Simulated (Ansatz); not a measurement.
**Nb-93 nuclear quadrupole resonance in Ca2Nb2O6F**

Cell: a COD entry whose atoms were relaxed with PBE, the cell held.

Space group Fd-3m:1 (No. 227); a = 10.4205 Å.

| site | Wyckoff | site symmetry | x | y | z |
| --- | --- | --- | --- | --- | --- |
| Ca | 16d | .-3m | 0.1250 | 0.1250 | 0.6250 |
| Nb | 16c | .-3m | 0.6250 | 0.6250 | 0.1250 |
| O | 48f | 2.mm | 0.2943 | 0.5000 | 0.0000 |
| F | 8b | -43m | 0.0000 | 0.0000 | 0.5000 |

One atom of each set is listed; the run and its k-mesh use a cell of 22 atoms with edges of 7.37, 7.37, 7.37 Å.

Method: Kohn–Sham DFT in Ansatz, PBE, plane waves and PAW, scalar-relativistic, 420 eV cutoff, Γ-centred 6×6×6 k-points, Fermi–Dirac smearing 0.05 eV.

Nb-93: I = 9/2, Q = -320.0 mb (year-2017 value). Static lattice, zero field.

Question: The simulated lines lie at 2.89, 5.78, 8.67, 11.6 MHz. What are |C_Q|, η and |V_zz| at Nb?

Answer: For I = 9/2 and η = 0 the lines are |C_Q|/24 times 1, 2, 3 and 4; η shifts the lowest up most. Here |C_Q| = 69.4 MHz, η = 0.00 and |V_zz| = 8.96 × 10²¹ V/m². The calculation gives V_zz positive; the lines don't show the sign. The site has 6 O at 2.03 Å.

An axis of threefold or higher order runs through Nb, so V_zz lies along it and η is zero.

With no gap above 0.1 eV, as in a metal, the gradients converge slowly in k; expect changes of a tenth or more on a denser mesh. Without spin–orbit coupling (the program notes it for Nb) the gradients can shift somewhat, as the gap is small. Semilocal functionals can leave a metal where correlation in the d or f shell opens a gap in the real compound, and that would change the values at and beside Nb. The database positions were far from equilibrium, so the relaxed structure may not be the compound's real one.
